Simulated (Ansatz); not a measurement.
Below is a relaxed structure of ScCdC₄N₄. The cell was found from a structure generator's guess, not taken from experiment.

The calculation used Ansatz 0.2.0, DFT PBE, scalar-relativistic, plane waves, PAW. Cutoff 420 eV, Γ-centred mesh, Gaussian smearing, collinear spin.

```
Sc Cd C N
1.0
     6.50627    0.00000    0.00000
     0.00000    6.50627    0.00000
     0.00000    0.00000    6.50627
Sc Cd C N
1 1 4 4
Direct
  0.00000 0.00000 0.00000
  0.50000 0.50000 0.50000
  0.20219 0.20219 0.20219
  0.20219 0.79781 0.79781
  0.79781 0.20219 0.79781
  0.79781 0.79781 0.20219
  0.30602 0.30602 0.30602
  0.30602 0.69398 0.69398
  0.69398 0.30602 0.69398
  0.69398 0.69398 0.30602
```

Energies over the elements count from the elements' standard structures at the same level (N₂ as a molecule), with no fitted energy shifts.

(1) What space group does it have?

(2) How far does it lie from the elements in energy?

(3) Is it a metal?

(4) Which magnetic moments does it keep?

(5) From what recipe could a structure generator have reached it?

## Answers

(1) P-43m (No. 215). Conventional cell: a = 6.506 Å. Sc has 4 C at 2.28 Å; Cd is surrounded by 4 N at 2.19 Å; around C lie 1 N at 1.17 Å and 1 Sc at 2.28 Å; around N lie 1 C at 1.17 Å and 1 Cd at 2.19 Å.

(2) +0.26 eV/atom. A positive value: parting into the elements would lower its energy.

(3) Yes, bands cross the Fermi level on the 6×6×6 mesh.

(4) 0.10 μB per atom net, the space between the atoms included; by site: Sc 0.4 μB.

(5) One such recipe: two interpenetrating cyanide-bridged diamond nets (P-43m, No. 215). Other recipes can lead to the same cell.

The last run used collinear spin, a 6×6×6 mesh for its 10-atom cell and Gaussian smearing of 0.10 eV. The reference form of C is held partly by dispersion forces, which this level lacks. Another magnetic order may lie lower. Symmetry constrained the relaxation, so the result can be a saddle point. Another cell of ScCdC4N4 relaxed alike, in P-43m, lies 120 meV/atom lower, so this cell isn't the stable form at this level.
